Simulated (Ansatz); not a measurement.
Parallel or opposed moments in Rb2MnS2 (Ibam)?

Level of theory: PBEsol+U, U = 5.0 eV, J = 0.9 eV (Liechtenstein form) on Mn d, fully localised double counting, scalar-relativistic datasets, 420 eV, PAW set soft_2 (made for PBE), 4×4×4 mesh, Gaussian smearing of 0.05 eV; plane-wave PAW code Ansatz.

```xyz
10
Lattice="-3.5595 6.5700 3.1475 3.5595 -6.5700 3.1475 3.5595 6.5700 -3.1475" Properties=species:S:1:pos:R:3 pbc="T T T"
Rb    2.4553    1.9559    0.0000
Rb    1.1042    4.6141    3.1475
Rb    2.4553   -1.9559    3.1475
Rb    1.1042    8.5259    0.0000
Mn    0.0000    0.0000    1.5738
Mn    0.0000    0.0000    4.7213
S    -2.2261    5.2507    3.1475
S     5.7856    1.3193    0.0000
S     1.3334    1.3193    3.1475
S     2.2261    5.2507    0.0000
```

The structure is that of a cell as deposited in COD, unrelaxed.

Cell and atoms stay fixed; no spin–orbit coupling. The cell holds two magnetic ions, atoms 5 and 6, and the lowest free states with their moments parallel and opposed are compared.

Which order lies lower, by how much, and what else changes?

The opposed one, by 21.0 meV/atom (105 meV per magnetic ion). Parallel: gap 1.97 eV, moments Mn 4.29 μB (cell 10.00 μB), pressure 0.3 GPa. Opposed: gap 2.48 eV, moments Mn 4.25, -4.25 μB, pressure -0.2 GPa.

Both states fill the shells alike (parallel: Mn 5↑ 0↓, 5.30 e; opposed: Mn 5↑ 0↓, 5.33 e; Mn 0↑ 5↓, 5.33 e; their occupation matrices agree within 0.02, spins exchanged on the turned ion), so they differ in the order of the moments and not in the filling. A natural orbital (eigenvector of a shell's occupation matrix) is counted as filled above 0.75 (0.9 in a metal) and as partly filled from 0.35 up to that; ↑ and ↓ are the spin channels. The gap is wider by 0.52 eV with opposed moments; with parallel ones the gaps within each spin are 1.97 and 2.76 eV. With spin off the cell lies 956.3 meV/atom from the lower state (gap zero (metallic)).

In the opposed pattern, atom 5 has 2 of its 2 magnetic neighbours at 3.15 Å, 0 of 2 at 6.29 Å, 0 of 2 at 7.12 Å, 4 of 4 at 7.47 Å turned against it; the energy difference holds only the couplings to turned neighbours.

Only these patterns were run; an order that needs another cell may lie lower. At this level the cell was started in 17 ways, of which 1 didn't converge. For metallic states the mesh is coarse, so energy differences carry some meV/atom. The value of U was drawn from a range and not derived for this compound; another value can change gaps, moments and the order of states. A gap on the mesh alone may shrink between mesh points. Site moments are integrated in small spheres and here fall short of the shell's N↑ − N↓.
